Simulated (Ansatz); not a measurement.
A relaxed structure of GaN is spoiled in several ways and relaxed again each time (noise and exchanges are one random draw each; pressure is positive under compression). Level of theory: PBE (plane waves to 420 eV, PAW, scalar-relativistic; Ansatz, a first-principles code).

```cif
data_Ga4N4
_chemical_formula_sum 'N4 Ga4'
_space_group_name_H-M_alt 'F-43m'
_space_group_IT_number 216
_space_group_name_Hall 'F -4 2 3'
_cell_length_a 4.54845
_cell_length_b 4.54845
_cell_length_c 4.54845
_cell_angle_alpha 90.000
_cell_angle_beta 90.000
_cell_angle_gamma 90.000
loop_
_atom_site_label
_atom_site_type_symbol
_atom_site_symmetry_multiplicity
_atom_site_Wyckoff_symbol
_atom_site_fract_x
_atom_site_fract_y
_atom_site_fract_z
_atom_site_occupancy
N1 N 4 c 0.25000 0.25000 0.25000 1
Ga1 Ga 4 a 0.00000 0.00000 0.00000 1
```
(The calculation used a cell of 2 atoms; values per cell refer to that cell.)

```csv
change,first pressure (GPa),first V (Å³/atom),released (eV/atom),moves,outcome,final group,E − E(parent) (eV/atom)
with every coordinate shifted by Gaussian noise of σ = 0.1 Å,7.1,11.76,0.22,5,returns to the parent,F-43m,0.000
"deformed by the Cartesian strain tensor (xx, yy, zz, yz, xz, xy) = (-0.100, -0.003, -0.039, 0.018, 0.058, 0.090)",52.5,10.01,0.66,10,returns to the parent,F-43m,0.000
"doubled along one cell vector, shaken by Gaussian noise of σ = 0.08 Å a coordinate",6.1,11.76,0.21,6,returns to the parent,F-43m,0.000
```

First-step values come from each run's starting, coarser k-mesh (9×9×9, 10×10×9, 9×5×9). Each cell has its own k-point mesh; energy differences are given only to the digits this allows. No spin polarisation in the result.
